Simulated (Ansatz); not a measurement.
GeSb₂Te₄:
Space group R-3m, hexagonal axes (No. 166); a = b = 4.247 Å, c = 40.233 Å, α = β = 90.00°, γ = 120.00°

| atom | site | symmetry | x | y | z |
|---|---|---|---|---|---|
| Ge | 3a | -3m | 0.0000 | 0.0000 | 0.0000 |
| Sb | 6c | 3m | 0.0000 | 0.0000 | 0.4243 |
| Te | 6c | 3m | 0.0000 | 0.0000 | 0.1337 |
| Te | 6c | 3m | 0.0000 | 0.0000 | 0.2919 |
(The calculation used a cell of 7 atoms; values per cell refer to that cell.)

Relaxed with PBE+D3(BJ). PBE+D3(BJ) (plane waves, PAW; program Ansatz) gives a gap of 0.09 eV.

### Question
What gap does HSE06 give on the same cell (Ansatz, PAW)?

### Answer
0.27 eV, 0.18 eV more. The hybrid was solved on a coarser mesh and at special points; the gap given is the minimum over both.

```json
[
 {"k": "Γ", "v1 PBE+D3(BJ)": "-0.29", "c1 PBE+D3(BJ)": "0.44", "v1 HSE06": "…", "c1 HSE06": "…"},
 {"k": "T", "v1 PBE+D3(BJ)": "0.00", "c1 PBE+D3(BJ)": "0.11", "v1 HSE06": "0.00", "c1 HSE06": "0.27"},
 {"k": "L", "v1 PBE+D3(BJ)": "-1.04", "c1 PBE+D3(BJ)": "0.30", "v1 HSE06": "…", "c1 HSE06": "…"},
 {"k": "F", "v1 PBE+D3(BJ)": "-0.65", "c1 PBE+D3(BJ)": "0.23", "v1 HSE06": "…", "c1 HSE06": "…"},
 {"k": "S0", "v1 PBE+D3(BJ)": "-0.99", "c1 PBE+D3(BJ)": "0.84", "v1 HSE06": "-1.15", "c1 HSE06": "1.10"},
 {"k": "H0", "v1 PBE+D3(BJ)": "-0.84", "c1 PBE+D3(BJ)": "0.67", "v1 HSE06": "…", "c1 HSE06": "…"}
]
```

### Question
Top valence (v1) and lowest conduction level (c1) in eV from each method's valence maximum (which need not be a listed point): supply the withheld HSE06 values.

### Answer

- H0, v1 HSE06: -1.00
- H0, c1 HSE06: 0.94
- Γ, v1 HSE06: -0.27
- Γ, c1 HSE06: 0.63
- L, v1 HSE06: -1.14
- L, c1 HSE06: 0.52
- F, v1 HSE06: -0.73
- F, c1 HSE06: 0.48

Cost on shared cores: the PBE+D3(BJ) run (SCF on a 8×8×8 mesh, then bands and DOS) about 4 core-minutes (a rough figure), the HSE06 run (SCF on 5×5×5, then a few points) around 27 core-minutes (rough); the tasks are unlike.

The PBE+D3(BJ) relaxation kept the symmetry of its start. Scalar-relativistic: spin–orbit coupling is off unless named, which matters more the heavier the elements.

Potentials: the later of the program's two PAW sets.
